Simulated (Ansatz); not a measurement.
Task: S (α-S8, space group No. 70) is relaxed with r²SCAN+D4 in the plane-wave PAW code Ansatz. What lattice parameters of the conventional cell result?

Result: a = 10.443 Å, b = 12.794 Å, c = 24.542 Å.

Task: Give the free coordinates with the occupied sites.

Result: In one choice of origin and axes:

| atom | site | symmetry | x | y | z |
|---|---|---|---|---|---|
| S | 32h | 1 | 0.0196 | 0.4215 | 0.0752 |
| S | 32h | 1 | 0.3322 | 0.1078 | 0.1282 |
| S | 32h | 1 | 0.0912 | 0.1575 | 0.2992 |
| S | 32h | 1 | 0.0889 | 0.0345 | 0.2454 |

Task: Is it a metal or does it have a gap at this level?

Result: A gap of 2.29 eV, indirect.

Space group Fddd (α-S8). The cell was relaxed with r²SCAN+D4 under the symmetry of its start.

Potentials: the later of the program's two PAW sets.
